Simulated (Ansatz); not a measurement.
How long does this Ansatz run take?

```yaml
crystal:
  lattice:
    - [-4.8185, 4.8185, 3.292]
    - [4.8185, -4.8185, 3.292]
    - [4.8185, 4.8185, -3.292]
  atoms:
    - { symbol: Tl, position: [0.5, 0.5, 0.0] }
    - { symbol: Sb, position: [0.0194, 0.298, 0.3174] }
    - { symbol: Sb, position: [0.298, 0.9806, 0.2786] }
    - { symbol: Sb, position: [0.9806, 0.702, 0.6826] }
    - { symbol: Sb, position: [0.702, 0.0194, 0.7214] }
    - { symbol: F, position: [0.0, 0.0, 0.0] }
    - { symbol: F, position: [0.597, 0.847, 0.444] }
    - { symbol: F, position: [0.847, 0.403, 0.25] }
    - { symbol: F, position: [0.403, 0.153, 0.556] }
    - { symbol: F, position: [0.153, 0.597, 0.75] }
    - { symbol: F, position: [0.444, 0.333, 0.305] }
    - { symbol: F, position: [0.333, 0.028, 0.889] }
    - { symbol: F, position: [0.028, 0.139, 0.695] }
    - { symbol: F, position: [0.139, 0.444, 0.111] }
    - { symbol: F, position: [0.556, 0.667, 0.695] }
    - { symbol: F, position: [0.667, 0.972, 0.111] }
    - { symbol: F, position: [0.972, 0.861, 0.305] }
    - { symbol: F, position: [0.861, 0.556, 0.889] }
kpoints:
  mp_grid: { grid: [4, 4, 4] }
scf:
  occupations: { method: fermi_dirac, width: 0.02 }
hamiltonian:
  xc: pbe
  pseudopotentials: { kind: paw }
output:
  forces: true
  stress: true
  populations: true
  efg: { quadrupole_moments_barn: { Sb: -0.543 }, contact_densities: true }
  write_density: true
  write_potential: true
  elf: true
  volumetric_format: npy
relax:
  f_tol: 0.02
  max_steps: 60
```

```sh
ansatz run input.yaml --threads 1 --pin off --max-ram 3072MiB --backend cpu --events-out ev --progress --plain --runs-dir out
```

It runs on 1 thread of Arm Neoverse V2 (aarch64; 8 cores open to the job, memory cap 3.0 GiB, no GPU), a shared host with a load of 0.5 a core.

Q: How much time and memory should be set aside?

A: About 3 min of wall time (3 min of CPU time) and 0.78 GiB. The run holds 164 valence electrons in 100 bands, about 6007 plane waves a k-point and 14 irreducible k-points, and took 49 SCF iterations, over 7 ionic steps. Times on a shared host vary by tens of per cent.
